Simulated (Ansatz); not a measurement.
YTaN3:
Space group Pm-3m (No. 221); a = b = c = 4.030 Å, α = β = γ = 90.00°

```tsv
atom	site	symmetry	x	y	z
Y	1a	m-3m	0.0000	0.0000	0.0000
Ta	1b	m-3m	0.5000	0.5000	0.5000
N	3c	4/mm.m	0.0000	0.5000	0.5000
```

Relaxed with r²SCAN.

Q: Tabulate the valence density and the electron localisation function along the shortest Y–Ta contact (3.49 Å), DFT-r²SCAN in the program Ansatz with PAW potentials.

A: 

```
distance from Y (Å)  density (e/Å³)   ELF
-------------------  --------------  ----
0.35                           3.47  0.73
0.52                           3.13  0.86
0.70                           2.02  0.87
0.87                           0.98  0.77
1.05                           0.40  0.42
1.22                           0.18  0.10
1.40                           0.11  0.05
1.57                           0.10  0.07
1.75                           0.11  0.10
1.92                           0.13  0.10
2.09                           0.15  0.09
2.27                           0.21  0.07
2.44                           0.38  0.11
2.62                           0.95  0.41
2.79                           2.39  0.72
2.97                           4.19  0.76
3.14                           4.83  0.53
```

The density is the valence pseudo-density with augmentation charge, so density and ELF within about 1 Å of a nucleus are not all-electron values.

The start of the workflow was typed in or built on a structure type; neither database checked (COD, Materials Project) lists it. Whether it is the stable phase at ambient conditions was not checked. The cell was relaxed with r²SCAN under the symmetry of its start; its stability against distortions is not shown here. The run is not spin-polarised. Spin–orbit coupling is left out wherever it is not named.

Potentials: the earlier of the program's two PAW sets.
